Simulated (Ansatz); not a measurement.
Density of states of a TiMo5W2O16 cell (elements on a rutile lattice, relaxed), per eV and atom, broadened by Gaussian smearing of width 0.1 eV and averaged over bins of 0.3 eV, from 8 eV under the Fermi level at most up to where the solved bands end.

The calculation used DFT r2SCAN, scalar-relativistic, plane waves, PAW in Ansatz 0.2.0.

Plane waves to 500 eV, a k mesh through Γ of 5×5×5 on the computed 24-atom cell and Gaussian smearing (0.10 eV); no spin polarisation.

```
CELL_PARAMETERS angstrom
4.89505 -4.89559 0.00010
-4.85956 -4.86011 0.00003
-0.01778 4.87794 -5.55414
ATOMIC_POSITIONS crystal
O 0.74598 0.46416 0.49544
O 0.49327 0.20136 0.98996
O 0.24753 0.97437 0.49854
O 0.99848 0.71322 0.00034
O 0.74615 0.03179 0.49545
O 0.49337 0.78918 0.98999
O 0.24776 0.52469 0.49854
O 0.99860 0.28766 0.00034
O 0.92858 0.12656 0.25240
O 0.65582 0.87717 0.75361
O 0.41881 0.62797 0.25524
O 0.15220 0.37589 0.75106
O 0.32065 0.12639 0.25244
O 0.09447 0.87696 0.75360
O 0.83316 0.62778 0.25522
O 0.59554 0.37570 0.75110
Ti 0.63097 0.13316 0.26587
Mo 0.75865 0.76052 0.52052
Mo 0.49112 0.49300 0.98557
Mo 0.36196 0.86386 0.72719
Mo 0.13465 0.63654 0.27256
Mo 0.86455 0.36648 0.73242
W 0.26183 0.26380 0.52705
W 0.98875 0.99069 0.98085
```

```
E − E_F (eV) total O 2p Mo 4d W 5d Ti 3d
       -7.90  0.598  0.382  0.116  0.069  0.006
       -7.60  0.789  0.520  0.146  0.075  0.009
       -7.30  0.747  0.508  0.139  0.055  0.010
       -7.00  0.608  0.426  0.103  0.042  0.008
       -6.70  0.684  0.495  0.105  0.043  0.010
       -6.40  0.617  0.456  0.085  0.037  0.011
       -6.10  0.654  0.492  0.087  0.036  0.011
       -5.80  0.649  0.497  0.086  0.031  0.011
       -5.50  0.671  0.521  0.082  0.028  0.015
       -5.20  0.783  0.633  0.079  0.026  0.018
       -4.90  0.914  0.768  0.077  0.023  0.016
       -4.60  0.887  0.756  0.069  0.020  0.015
       -4.30  0.744  0.643  0.052  0.016  0.014
       -4.00  0.717  0.629  0.047  0.016  0.010
       -3.70  0.711  0.633  0.042  0.013  0.010
       -3.40  0.732  0.668  0.033  0.011  0.008
       -3.10  0.378  0.354  0.013  0.004  0.002
       -2.80  0.200  0.190  0.005  0.002  0.000
       -2.50  0.061  0.059  0.002  0.001  0.000
       -2.20  0.014  0.002  0.008  0.003  0.000
       -1.90  0.114  0.019  0.071  0.018  0.002
       -1.60  0.240  0.052  0.138  0.039  0.003
       -1.30  0.342  0.079  0.178  0.071  0.003
       -1.00  0.145  0.031  0.066  0.042  0.002
       -0.70  0.253  0.035  0.159  0.032  0.021
       -0.40  0.435  0.069  0.270  0.050  0.037
       -0.10  0.455  0.087  0.275  0.043  0.040
        0.20  0.235  0.046  0.136  0.033  0.014
        0.50  0.242  0.047  0.144  0.032  0.013
        0.80  0.312  0.060  0.192  0.035  0.018
```

The columns after the total are the largest Löwdin projections on the valence shells of the potentials, so they needn't add up, and the weight of a shell that a potential lacks goes to other orbitals. The cell has no gap on the mesh.

Spin-orbit coupling is left out, which matters for the bands of heavy elements. Spin polarisation was left out, and a magnetic state may lie lower.

Cost: 2 runs of about 22 core-minutes in all (earlier runs that led there not counted), on Intel Xeon 6975P-C (Granite Rapids) (shared hosts).